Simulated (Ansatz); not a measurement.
Task: LiNbO3 in space group R3c (No. 161; Li on 6a, Nb on 6a, O on 18b) is relaxed with plane-wave PAW PBE (Ansatz code). What lattice parameters of the conventional cell result?

Result: a = 5.189 Å, c = 14.015 Å.

Task: Give the free coordinates with the occupied sites.

Result: In one choice of origin and axes:

| atom | site | symmetry | x | y | z |
|---|---|---|---|---|---|
| Li | 6a | 3. | 0.0000 | 0.0000 | 0.2068 |
| Nb | 6a | 3. | 0.0000 | 0.0000 | 0.4881 |
| O | 18b | 1 | 0.0088 | 0.3806 | 0.2586 |

Task: Is it a metal or does it have a gap at this level?

Result: A gap of 3.53 eV, indirect.

The cell was relaxed with PBE under the symmetry of its start. No spin polarisation was allowed. Spin–orbit coupling is left out wherever it is not named.

Potentials: the later of the program's two PAW sets.
